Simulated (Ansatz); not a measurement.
This CdBr structure is the end of a relaxation. The cell was found from a structure generator's guess, not taken from experiment.

Level of theory: DFT PBE, scalar-relativistic, plane waves, PAW (Ansatz). Cutoff 420 eV, Γ-centred mesh, Gaussian smearing, no spin polarisation.

```
Cd Br
1.0
     3.76552    0.00000    0.00000
     0.00000    3.76552    0.00000
     0.00000    0.00000    3.76552
Cd Br
1 1
Direct
  0.00000 0.00000 0.00000
  0.50000 0.50000 0.50000
```

Formation energies are uncorrected and refer to the elements' standard structures at the same level. The references include crystalline Br.

Question: Find its symmetry and describe it.

Answer: Pm-3m (No. 221), the caesium chloride type. Conventional cell: a = 3.766 Å. Cd has 8 Br at 3.26 Å and 6 Cd at 3.77 Å; Br has 8 Cd at 3.26 Å and 6 Br at 3.77 Å.

Question: What is its formation energy per atom?

Answer: −0.21 eV/atom.

Question: Is it a metal?

Answer: Yes, bands cross the Fermi level on the 16×16×12 mesh.

The last run used a 16×16×12 mesh (in the run's order of axes) for its 2-atom cell and Gaussian smearing of 0.10 eV. An odd number of electrons in the primitive cell allows no gap without spin; a larger cell or a magnetic state could open one. The cell is a metal run without spin; a magnetic state may lie lower. The reference form of Br is held partly by dispersion forces, which this level lacks. Symmetry constrained the relaxation, so the result can be a saddle point. Another cell of CdBr relaxed alike, in Fm-3m, lies 123 meV/atom lower, so this cell isn't the stable form at this level.
